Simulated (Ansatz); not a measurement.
Total density of states per atom from r²SCAN+D4 (plane waves, PAW; program Ansatz), in 0.25 eV bins, energy from the valence-band maximum:

```json
[
 {"E (eV)": "-7.89", "states/eV/atom": "0.00"},
 {"E (eV)": "-7.64", "states/eV/atom": "0.00"},
 {"E (eV)": "-7.39", "states/eV/atom": "0.00"},
 {"E (eV)": "-7.14", "states/eV/atom": "0.00"},
 {"E (eV)": "-6.89", "states/eV/atom": "0.01"},
 {"E (eV)": "-6.64", "states/eV/atom": "0.26"},
 {"E (eV)": "-6.39", "states/eV/atom": "0.20"},
 {"E (eV)": "-6.14", "states/eV/atom": "0.15"},
 {"E (eV)": "-5.89", "states/eV/atom": "0.12"},
 {"E (eV)": "-5.64", "states/eV/atom": "0.10"},
 {"E (eV)": "-5.39", "states/eV/atom": "0.10"},
 {"E (eV)": "-5.14", "states/eV/atom": "0.17"},
 {"E (eV)": "-4.89", "states/eV/atom": "0.38"},
 {"E (eV)": "-4.64", "states/eV/atom": "0.60"},
 {"E (eV)": "-4.39", "states/eV/atom": "1.22"},
 {"E (eV)": "-4.14", "states/eV/atom": "1.57"},
 {"E (eV)": "-3.89", "states/eV/atom": "0.98"},
 {"E (eV)": "-3.64", "states/eV/atom": "0.88"},
 {"E (eV)": "-3.39", "states/eV/atom": "0.78"},
 {"E (eV)": "-3.14", "states/eV/atom": "1.21"},
 {"E (eV)": "-2.89", "states/eV/atom": "1.15"},
 {"E (eV)": "-2.64", "states/eV/atom": "0.95"},
 {"E (eV)": "-2.39", "states/eV/atom": "0.66"},
 {"E (eV)": "-2.14", "states/eV/atom": "0.87"},
 {"E (eV)": "-1.89", "states/eV/atom": "0.98"},
 {"E (eV)": "-1.64", "states/eV/atom": "1.03"},
 {"E (eV)": "-1.39", "states/eV/atom": "1.12"},
 {"E (eV)": "-1.14", "states/eV/atom": "0.82"},
 {"E (eV)": "-0.89", "states/eV/atom": "0.94"},
 {"E (eV)": "-0.64", "states/eV/atom": "0.81"},
 {"E (eV)": "-0.39", "states/eV/atom": "0.73"},
 {"E (eV)": "-0.14", "states/eV/atom": "0.23"},
 {"E (eV)": "0.11", "states/eV/atom": "0.00"},
 {"E (eV)": "0.36", "states/eV/atom": "0.06"},
 {"E (eV)": "0.61", "states/eV/atom": "0.13"},
 {"E (eV)": "0.86", "states/eV/atom": "0.19"},
 {"E (eV)": "1.11", "states/eV/atom": "0.32"},
 {"E (eV)": "1.36", "states/eV/atom": "0.27"},
 {"E (eV)": "1.61", "states/eV/atom": "0.36"},
 {"E (eV)": "1.86", "states/eV/atom": "0.51"},
 {"E (eV)": "2.11", "states/eV/atom": "0.52"},
 {"E (eV)": "2.36", "states/eV/atom": "0.75"},
 {"E (eV)": "2.61", "states/eV/atom": "1.41"},
 {"E (eV)": "2.86", "states/eV/atom": "1.67"},
 {"E (eV)": "3.11", "states/eV/atom": "0.60"},
 {"E (eV)": "3.36", "states/eV/atom": "0.41"},
 {"E (eV)": "3.61", "states/eV/atom": "0.43"},
 {"E (eV)": "3.86", "states/eV/atom": "0.18"},
 {"E (eV)": "4.11", "states/eV/atom": "0.19"},
 {"E (eV)": "4.36", "states/eV/atom": "0.23"},
 {"E (eV)": "4.61", "states/eV/atom": "0.25"},
 {"E (eV)": "4.86", "states/eV/atom": "0.16"}
]
```

### Question
Which compound is it?
A) HfBrN, R-3m (Hf on 6c, Br on 6c, N on 6c)
B) VBr2O, Immm (V on 2a, Br on 4j, O on 2b)
C) HPbBrO, Pnma (H on 4c, Pb on 4c, Br on 4c, O on 4c)
D) MgBr2, CdI2 type

### Answer
B, VBr2O, Immm (V on 2a, Br on 4j, O on 2b). Top 1 eV of the valence band: Br 4p 58 %, V 3d 32 %, O 2p 9 %. Bottom 1 eV of the conduction band: V 3d 73 %, Br 4p 20 %, O 2p 7 %. Projections are on Löwdin-orthogonalised atomic valence shells; empty p or d shells of many metals are not among them.

The workflow started from a Materials Project entry (that database holds measured and hypothetical structures alike); the Crystallography Open Database copy checked does not list it. Whether it is the stable phase at ambient conditions was not checked. The cell was relaxed with r²SCAN+D4 under the symmetry of its start; whether a distortion lowers the energy is not shown. Magnetic state: ferromagnetic, the only order run, not a proven ground state. The cell computed holds one magnetic atom, so no antiferromagnetic order was within reach. Other orbital occupations within this spin state were not tried. No Hubbard U is applied. Scalar-relativistic: spin–orbit coupling is off unless named, which matters more the heavier the elements.

Potentials: the later of the program's two PAW sets.
